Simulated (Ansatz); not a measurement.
## Elastic constants of ScAl at 5 GPa (stress–strain coefficients): input and output

All numbers below come from Ansatz, DFT LDA, scalar-relativistic, plane waves, PAW.

Launched with:
```bash
ansatz run input.yaml --threads 1 --pin off --max-ram 3072MiB --backend cpu --events-out ev --progress --plain --runs-dir out
```

Input (bare energies are in eV):
```yaml
crystal:
  lattice:
    - [3.2526656606, 0.0, 0.0]
    - [0.0, 3.2526656606, 0.0]
    - [0.0, 0.0, 3.2526656606]
  atoms:
    - { symbol: Sc, position: [0.5, 0.5, 0.5] }
    - { symbol: Al, position: [0.0, 0.0, 0.0] }
basis:
  ecutwfc: 420
kpoints:
  mp_grid: { grid: [14, 14, 14] }
hamiltonian:
  xc: lda
scf:
  occupations: { method: fermi_dirac, width: 0.15 }
output:
  forces: true
  stress: true
  eigenvalues: true
elastic:
  mode: relaxed_ion
  amplitude: 0.005
```

From the output:
```
--- Elastic constants: 2 strain directions × 4 members + reference (group order 48) ---
  dense FFT box of the reference and of every strained cell: 24×24×24
  strains applied: 11, 23; error gains: componentwise 1.00 (the most a stress slope's error grows in a printed constant), spectral 1.73 (1 for all six strains in a standard setting)
  C = ∂σ_k/∂η_j (tension-positive GPa; Voigt order 11 22 33 23 13 12):
       125.164     95.190     95.190     -0.000     -0.000     -0.000
        95.190    125.164     95.190     -0.000     -0.000     -0.000
        95.190     95.190    125.164     -0.000     -0.000     -0.000
        -0.000     -0.000     -0.000    112.164      0.000      0.000
        -0.000     -0.000      0.000     -0.000    112.164      0.000
         0.000     -0.000      0.000      0.000      0.000    112.164
  reference stress σ⁰ (GPa):     -5.018     -5.018     -5.018      0.000     -0.000     -0.000
  C* (energy form; C + prestress term) asymmetry max|C*_kj − C*_jk| = 4.263e-14 GPa — a small one proves nothing (zero by symmetry where the batch's group is 432, −43m or m−3m); a large one is finite-difference/SCF noise where every solve ...
  moduli (Voigt/Reuss/Hill, GPa): K = 105.18/105.18/105.18   G = 73.29/31.21/52.25   E = 134.49   ν = 0.287
  mechanically stable: yes (min eigenvalue of sym C = 29.97 GPa)
  strain η (Voigt 11):  stress-route row diagonal C_11 = 125.16 GPa, energy-path curvature d²(F+E_count+ΔE)/dδ²/Ω₀ = 125.18 GPa
    cells at ±δ against ±2δ: C11 125.18 and 125.25 GPa, apart by 0.05 % of the column's largest entry
         δ    σ_11 (GPa) F (eV) n_scf n_hpsi n_pw
    -1.000e-2      -6.3191       -2602.8630404       7   57658    691   relax 0 steps, max|allowed force component| 1.53e-30 eV/Å
    -5.000e-3      -5.6560       -2602.8694704       4   48177    691   relax 0 steps, max|allowed force component| 3.81e-29 eV/Å
     5.000e-3      -4.4041       -2602.8802572       4   52643    699   relax 0 steps, max|allowed force component| 1.58e-30 eV/Å
     1.000e-2      -3.8142       -2602.8846674       6   55691    707   relax 0 steps, max|allowed force component| 9.39e-30 eV/Å
  strain η (Voigt 23):  stress-route row diagonal C_44 = 112.16 GPa, energy-path curvature d²(F+E_count+ΔE)/dδ²/Ω₀ = 114.68 GPa
    cells at ±δ against ±2δ: C44 112.16 and 112.16 GPa, apart by 0.01 % of the column's largest entry
         δ    σ_23 (GPa) F (eV) n_scf n_hpsi n_pw
    -1.000e-2      -1.1216       -2602.8739681       7   87784    691   relax 0 steps, max|allowed force component| 1.24e-29 eV/Å
    -5.000e-3      -0.5608       -2602.8748918       3   73773    691   relax 0 steps, max|allowed force component| 3.94e-31 eV/Å
     5.000e-3       0.5608       -2602.8748918       3   73322    691   relax 0 steps, max|allowed force component| 3.16e-30 eV/Å
     1.000e-2       1.1216       -2602.8739681       6   79040    691   relax 0 steps, max|allowed force component| 2.56e-29 eV/Å
```

The run took 78 s on 1 thread of AMD EPYC (Zen 3), on a shared host, peak memory 0.5 GiB.

In a metal, frequencies and elastic constants depend on the k mesh and the smearing, soft modes and shear constants most. Other phases may be more stable at this pressure.